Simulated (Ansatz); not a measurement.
Co:
```
Co
1.0
    0.00000     3.20655     3.20655
    3.20655     0.00000     3.20655
    3.20655     3.20655     0.00000
Co
6
Direct
  0.75000   0.75000   0.75000
  0.50000   0.50000   0.50000
  0.12500   0.12500   0.62500
  0.12500   0.62500   0.12500
  0.12500   0.12500   0.12500
  0.62500   0.12500   0.12500
```
The run is spin-polarised; directions of the spins, atom by atom: ↑ ↑ ↑ ↑ ↑ ↑.

Relaxed with PBEsol. Special points in fractions of this cell's reciprocal vectors: Γ (0.000, 0.000, 0.000); X (0.500, 0.000, 0.500); U (0.625, 0.250, 0.625); K (0.375, 0.375, 0.750); L (0.500, 0.500, 0.500); W (0.500, 0.250, 0.750).

Problem. List the band energies nearest the Fermi level at these points for plane-wave PAW PBEsol (Ansatz code).

Solution. In eV from the Fermi level; about four levels below and three above (degenerate sets whole), none deeper than 8.9 eV; points with the same levels are listed once.

| k | below | above |
|---|---|---|
| Γ ↑ | -1.15 -1.15 -0.20 -0.20 -0.20 | 1.04 2.66 2.66 2.66 |
| X ↑ | -1.37 -1.37 -1.33 -1.33 | 1.23 1.23 1.97 1.97 |
| U ↑ | -1.19 -1.13 -0.98 -0.66 | 1.47 2.01 5.23 |
| L ↑ | -1.31 -1.31 -1.02 -1.02 -0.20 | 1.87 2.20 2.20 |
| W ↑ | -0.67 -0.67 -0.55 -0.55 | 4.71 4.71 7.04 7.04 |
| Γ ↓ | -0.87 -0.87 -0.87 -0.54 -0.54 | 0.15 0.15 0.15 |
| X ↓ | -0.17 -0.17 -0.06 -0.06 | 0.42 0.42 0.43 0.43 |
| U ↓ | -1.09 -0.72 -0.68 -0.21 | 0.05 0.09 0.15 |
| L ↓ | -0.59 -0.59 -0.30 -0.25 -0.25 | 0.08 0.15 0.32 0.32 |
| W ↓ | -0.13 -0.13 -0.07 -0.07 | 0.32 0.32 0.61 0.61 |

Space group Fd-3m. The workflow started from a Materials Project entry (that database holds measured and hypothetical structures alike); the Crystallography Open Database copy checked does not list it. It is not the phase usual at ambient conditions (space group No. 194). The PBEsol relaxation kept the symmetry of its start; whether a distortion lowers the energy is not shown. Spin order of the final state: ferromagnetic, chosen from 4 collinear starts compared on coarse meshes (ties went to the first, and starts can fall back to one state), not a proven ground state.

Potentials: the earlier of the program's two PAW sets. The files were generated under PBE; for other functionals the program regenerates the frozen cores, and for LDA and PBEsol the local potential too.
